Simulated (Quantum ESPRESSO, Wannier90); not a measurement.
## ZnHgS₂ (R3m), plane waves to Wannier functions

```
begin unit_cell_cart
ang
   -2.0183650588    3.4959108301    0.0000000000
   -4.0367301177    0.0000000000    0.0000000000
   -2.0183650588    1.1653036100    6.6503000000
end unit_cell_cart
begin atoms_frac
Zn   0.4991300000  0.4991300000 -0.4973900000
Hg   0.0028670000  0.0028670000 -0.0086010000
S    0.1313070000  0.1313070000 -0.3939210000
S   -0.3833200000 -0.3833200000  0.1499600000
end atoms_frac
```

Structure: Materials Project mp-1215447, symmetrised, not relaxed again. Not found in the COD (Crystallography Open Database) copy used; not checked further. Level: PBEsol, spinors with spin-orbit coupling; pw.x of Quantum ESPRESSO at 68 Ry with PseudoDojo potentials, 4×4×4 k-points, Wannier90. Density: 10×10×10 mesh, Gaussian smearing 0.01 Ry. With spin-orbit coupling a semilocal functional can close or falsely invert a small gap; the band order was not checked against a better method. The gap is small at this level and was sampled on the meshes and a path alone.

A tight-binding model is made by disentanglement and projection with no localisation steps (num_iter = 0), so the 52 orbitals stay atom-like: hydrogen-like Zn: s;p;d; Hg: s;p;d; S: s;p, axes along x, y, z; frozen window up to 5.22 eV relative to the valence-band maximum. It follows pw.x to 13 meV rms for states up to 1.2 eV relative to the valence-band maximum. Matrix elements depend on this choice of orbitals and windows.

Problem. What are the on-site energies relative to the valence-band maximum, and how fast do the hoppings decay?

Solution. 
```
atom                   orbitals  energy (eV)
----  -------------------------  -----------
Zn1                       s↑ s↓         0.52
Zn1                     pz↑ pz↓         5.47
Zn1             px↑ px↓ py↑ py↓         5.41
Zn1                   dz2↑ dz2↓        -6.43
Zn1         dxz↑ dxz↓ dyz↑ dyz↓        -6.31
Zn1   dx2-y2↑ dx2-y2↓ dxy↑ dxy↓        -6.35
Hg2                       s↑ s↓        -0.73
Hg2                     pz↑ pz↓         5.82
Hg2             px↑ px↓ py↑ py↓         5.53
Hg2                   dz2↑ dz2↓        -6.01
Hg2         dxz↑ dxz↓ dyz↑ dyz↓        -5.97
Hg2   dx2-y2↑ dx2-y2↓ dxy↑ dxy↓        -5.95
S3                        s↑ s↓       -10.33
S3                      pz↑ pz↓        -0.67
S3              px↑ px↓ py↑ py↓        -0.52
S4                        s↑ s↓       -10.25
S4                      pz↑ pz↓        -0.27
S4              px↑ px↓ py↑ py↓        -0.52
```

| distance of the centres (Å) | largest modulus (eV) |
|---|---|
| 2–3 | 2.8 |
| 3–4 | 0.76 |
| 4–5 | 0.65 |
| 5–6 | 0.16 |

Effective spin-orbit constants λ of λ L·S, from the same-site elements px↑–py↑ (λ/2) and dx2-y2↑–dxy↑ (λ), where they are among the larger elements: Hg2 d 0.74 eV, Hg2 p 0.84 eV.
